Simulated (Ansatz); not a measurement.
MoPt:
```
CELL_PARAMETERS angstrom
      2.71053     0.00000     0.00000
      0.00000     2.71053     0.00000
      0.00000     0.00000     4.12560
ATOMIC_POSITIONS crystal
  Pt 0.00000 0.00000 0.00000
  Mo 0.50000 0.50000 0.50000
```

Relaxed with r²SCAN.

Map the electron localisation function on the plane through (0.000, 0.000, 0.000) spanned by u = [1, 0, 0] and v = [0, 1, 1] in lattice vectors, from r²SCAN (plane waves, PAW; program Ansatz).

x is the fraction of u, y of v (the angle between them is 90°; rows are the nearest grid lines); atoms in the plane: Pt at (0.00, 0.00), Mo at (0.50, 0.50).
```
|88876312221367888|
|88875312221357888|
|88875212221257888|
|77653212221235677|
|54432222222223445|
|22222222222222222|
|33221000000012233|
|32100013331000123|
|22001368886310022|
|21125799999752112|
|22258997679985222|
|32369984248996323|
|32369984248996323|
|22258997679985222|
|21125799999752112|
|22001368886310022|
|32100013331000123|
|33221000000012233|
|22222222222222222|
|54432222222223445|
|77653212221235677|
|88875212221257888|
|88875312221357888|
|88876312221367888|
```
Scale: ten equal steps from 0.163 (start of '0') to 0.769 (end of '9'), in the order '0123456789'; x runs from 0.000 to 1.00, y from 0.000 (bottom) to 1.00 (top).

The density is the valence pseudo-density with augmentation charge, so density and ELF within about 1 Å of a nucleus are not all-electron values.

Space group P4/mmm (L1₀ or tetragonal B2). The start of the workflow was typed in or built on a structure type; neither database checked (COD, Materials Project) lists it. Its standing as an ambient phase is unchecked. Symmetry was held in the r²SCAN relaxation; whether a distortion lowers the energy is not shown. No spin polarisation was allowed. Spin–orbit coupling is left out wherever it is not named.

Potentials: the later of the program's two PAW sets.
